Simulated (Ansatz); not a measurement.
C:
Space group Imma (No. 74); a = 4.876 Å, b = 7.812 Å, c = 3.216 Å, α = 90.00°, β = 90.00°, γ = 90.00°

| atom | site | symmetry | x | y | z |
|---|---|---|---|---|---|
| C | 8g | .2. | 0.2500 | 0.6616 | 0.2500 |
| C | 8h | m.. | 0.0000 | 0.5732 | 0.1244 |
(The calculation used a cell of 8 atoms; values per cell refer to that cell.)

Relaxed with PBEsol.

**Question.** Decompose the optical modes at the zone centre into irreducible representations, and say which are infrared and Raman allowed.

**Answer.** Point group mmm: Γ_opt = 3Ag + 2Au + 3B1g + 3B1u + 2B2g + 2B2u + 4B3g + 2B3u. Infrared: B1u, B2u, B3u. Raman: Ag, B1g, B2g, B3g.

**Question.** Assign frequencies (DFPT, PBEsol (plane waves, PAW; program Ansatz)).

**Answer.** B3g 417, B3u 430, B2u 517, B1g 547, B1u 564, Au 578, Ag 614, B1g 697, B1u 700, B3g 793, Au 1155, B2u 1197, B2g 1209, B1u 1253, B3g 1253, B3u 1290, B2g 1363, Ag 1404, B3g 1428, B1g 1436, Ag 1464 cm⁻¹.

Subscripts of B labels follow the axes of the standard setting.

The start of the workflow was typed in or built on a structure type; neither database checked (COD, Materials Project) lists it. It is not the phase usual at ambient conditions (space group No. 194, 227). Symmetry was held in the PBEsol relaxation; whether a distortion lowers the energy is not shown. As this level gives no gap, phonon frequencies hold no LO–TO term and depend on the k-mesh and smearing (Fermi–Dirac, 0.1 eV here).

Potentials: the later of the program's two PAW sets.
